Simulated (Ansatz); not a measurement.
The relaxed structure here is a generated cell of Cs2AgBiBr6: the first start was made by a random draw of sites in a space group, and the end was not matched to a known phase here, so it may be hypothetical. Known forms of Cs2AgBiBr6 include space group No. 225.

One stationary structure of Cs2AgBiBr6. Method: r2SCAN (plane waves to 500 eV, PAW, scalar-relativistic; Ansatz, a first-principles code).

```cif
data_AgBiBr6Cs2
_chemical_formula_sum 'Ag1 Bi1 Br6 Cs2'
_space_group_name_H-M_alt 'P 1'
_space_group_IT_number 1
_cell_length_a 10.17879
_cell_length_b 10.17879
_cell_length_c 6.21340
_cell_angle_alpha 99.864
_cell_angle_beta 99.864
_cell_angle_gamma 127.536
loop_
_space_group_symop_operation_xyz
  'x, y, z'
loop_
_atom_site_label
_atom_site_type_symbol
_atom_site_fract_x
_atom_site_fract_y
_atom_site_fract_z
_atom_site_occupancy
Ag1 Ag 0.50000 0.50000 0.50000 1
Bi1 Bi 0.00000 0.00000 0.00000 1
Br1 Br 0.90833 0.09167 0.50000 1
Br2 Br 0.09167 0.90833 0.50000 1
Br3 Br 0.32937 0.32937 0.08215 1
Br4 Br 0.67063 0.67063 0.91785 1
Br5 Br 0.50000 0.00000 0.00000 1
Br6 Br 0.00000 0.50000 0.00000 1
Cs1 Cs 0.00000 0.50000 0.50000 1
Cs2 Cs 0.50000 0.00000 0.50000 1
```

### Question
Find the space group and the Wyckoff positions (tolerance 0.01 Å).

### Answer
Space group C2/m (No. 12); a = 8.9982 Å, b = 18.2610 Å, c = 6.2134 Å, α = γ = 90.00°, β = 112.80°

```
atom  site  symmetry       x       y       z
----  ----  --------  ------  ------  ------
Ag      2d       2/m  0.0000  0.5000  0.5000
Bi      2a       2/m  0.0000  0.0000  0.0000
Br      4h         2  0.5000  0.4083  0.5000
Br      4i         m  0.3294  0.0000  0.0821
Br      4e        -1  0.2500  0.2500  0.0000
Cs      4f        -1  0.2500  0.2500  0.5000
```

### Question
Give the shortest distances between elements (the closest pairs, up to four, under 3.6 Å).

### Answer
Ag–Br 2.45 Å; Bi–Br 2.81 Å; Br–Cs 3.11 Å; Br–Br 3.35 Å.

| Item | Result |
|---|---|
| Volume per atom | 47.06 Å³ |
| Band gap | no gap on the sampled points, where the bands overlap only slightly; such a result is sensitive to mesh and level |

No spin polarisation in the result. No Hubbard U is applied. Without spin-orbit coupling the bands of the heavy element are not split, so the gap can be far off.

The run could not lose the symmetry of its start: the end is stationary, and may be a saddle point rather than a minimum.
